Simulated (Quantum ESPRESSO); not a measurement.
# Planted mistakes on one cell of AlZnMgS3Cl

Calculated results; nothing here was measured. They come from pw.x of Quantum ESPRESSO 7.5, a plane-wave density functional program, with PseudoDojo standard norm-conserving files (v0.5 for PBE, v0.4.1 for LDA and PBEsol). The cells are made up: elements, strain and atom displacements were drawn at random, and nothing was relaxed. There is no spin polarisation, spin-orbit coupling or dispersion term.

The cell has 8 sites of a zincblende or diamond lattice. Sites 1 to 4 hold Al Zn empty Mg; sites 5 to 8 hold S S Cl S. Cell vectors in Å: (5.481, 0.000, 0.000); (0.000, 5.481, 0.000); (0.000, 0.000, 5.481). Settings: PBE, cutoff 1143 eV, 4 x 4 x 4 k mesh shifted by half a step, Fermi-Dirac smearing of 0.025 eV.

The intended run has a self-consistency threshold of 1e-07 eV, a smearing term of 0.000 eV, a pressure of -1.06 GPa and 10 iterations. Each further run changes one thing: all lengths scaled by 1.0157; atoms of sites 1 and 8 exchanged; cutoff 692 eV; files of LDA; k mesh 2 x 2 x 2; one electron removed; smearing 0.6 eV; threshold 0.9 eV. A coarse mesh keeps the shift, and a charged cell sits in a uniform background.

| run | change of free energy (eV) | smearing term -TS (eV) | change of P (GPa) | largest change of a force component (eV/Å) | iterations |
| --- | --- | --- | --- | --- | --- |
| A | -0.281 | -1.120 | 0.86 | 0.197 | 10 |
| B | 0.045 | 0.000 | -1.38 | 0.264 | 3 |
| C | 0.075 | 0.000 | 0.16 | 0.031 | 10 |
| D | 9.959 | 0.000 | -61.31 | 0.044 | 10 |
| E | 0.108 | 0.000 | -2.16 | 0.184 | 10 |
| F | 0.932 | 0.000 | -3.71 | 0.225 | 10 |
| G | -3.663 | -0.014 | -9.20 | 0.496 | 11 |
| H | 7.424 | -0.006 | 7.14 | 2.530 | 12 |

A rerun of the intended cell at 1437 eV and k mesh 6 x 6 x 6 moved values by no more than 0.002 eV in the cell's energy, 0.02 GPa in stress and 0.002 eV/Å in force.

Question: which change belongs to which run?

## Worked reading

Run B has the fewest iterations, as a run stopped early does. Run A has the largest smearing term, as wide smearing gives. Run D has a higher energy and the largest fall in pressure, as too small a basis gives. Run E changes the volume by a factor of 1.0478; minus its pressure change over the logarithm of that factor, 46 GPa, is a rough bulk modulus with clamped atoms. Energies from files of another functional, or of a charged cell, have another zero and say nothing on stability; the pressure of a charged cell rests on the program's zero of potential too.

## Key

| run | change |
| --- | --- |
| A | smearing 0.6 eV |
| B | threshold 0.9 eV |
| C | k mesh 2 x 2 x 2 |
| D | cutoff 692 eV |
| E | all lengths scaled by 1.0157 |
| F | files of LDA |
| G | one electron removed |
| H | atoms of sites 1 and 8 exchanged |